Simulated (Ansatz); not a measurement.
# Al2Cu (P4/mmm), tetragonal deformation path

All numbers below come from Ansatz, DFT PBEsol, scalar-relativistic, plane waves, PAW. The runs took a 420 eV cutoff, a Γ-centred 14×14×18 mesh and Gaussian smearing (0.15 eV). No spin polarisation. Energies are free energies at this smearing, counted from the undisturbed cell; pressure is positive in compression.

Reference structure (relaxed at this level; it needn't be the usual structure):

```
CELL_PARAMETERS angstrom
4.08417 0.00000 0.00000
0.00000 4.08417 0.00000
0.00000 0.00000 2.84639
ATOMIC_POSITIONS crystal
Al 0.50000 0.00000 0.50000
Al 0.00000 0.50000 0.50000
Cu 0.00000 0.00000 0.00000
```

At fixed volume and fractional coordinates, lengths along (0.000, 0.000, 1.000) are scaled against those across it; ρ is that ratio over its starting value. The cell is metallic on the mesh throughout.

ρ, ΔE (meV/atom) and a bar:
```
    0.800      147.7 ############################
    0.850       77.8 ###############
    0.920       19.1 ####
    0.960        4.5 #
    1.000        0.0
    1.050        8.3 ##
    1.100       28.7 #####
    1.200       87.7 #################
    1.300      156.6 ##############################
```

Cost: 9 runs of about 2.4 core-minutes in all, on Arm Neoverse V2 (shared hosts).